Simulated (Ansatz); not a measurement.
## BeAu (P2_13): electronic heat capacity and spin susceptibility from the density of states

Theory: DFT r2SCAN, scalar-relativistic, plane waves, PAW in Ansatz.

Settings: cutoff 500 eV, Γ-centred mesh 8×8×8 on the computed 8-atom cell, Gaussian smearing of 0.10 eV; no spin polarisation.

Relaxed cell: P2_13, a = 4.686 Å, b = 4.686 Å, c = 4.686 Å, α = 90.00°, β = 90.00°, γ = 90.00°, 8 atoms in the primitive cell. Whether it is the stable form of this composition wasn't checked.

The density of states at the Fermi level is 2.355 states/eV in the cell of 8 atoms (4 formula units; both spins, tetrahedra on a 12×12×12 mesh). Averaged over bins of 0.1 eV the density runs from 0.6 to 2.7 states/eV within 0.2 eV of the Fermi level, so the figure hangs on the exact place of that level.

Question: What Sommerfeld coefficient and Pauli susceptibility does this give?

Answer: Per formula unit N(E_F) = 0.589 states/eV. γ = (π²/3) k_B² N(E_F) N_A = 2.357 mJ/(mol K²) per state/eV, so γ = 1.4 mJ/(mol K²), a mole of formula units. χ_P = μ_B² N(E_F) N_A = 3.23×10⁻⁵ emu/mol per state/eV gives 1.9×10⁻⁵ emu/mol. This is the bare band result: a measured γ of the same phase is as a rule larger by a factor 1 + λ from phonons and spin fluctuations, the spin part of χ is larger by the Stoner factor, and a measured χ also holds orbital and core terms. N(E_F) at one energy is sensitive to the mesh where the density of states has sharp peaks.

Spin-orbit coupling is left out, which matters for the bands of heavy elements.

Cost: 1 run of about 5.7 core-minutes, on Oxide Virtual Turin-like Processor (Zen 5) (shared hosts).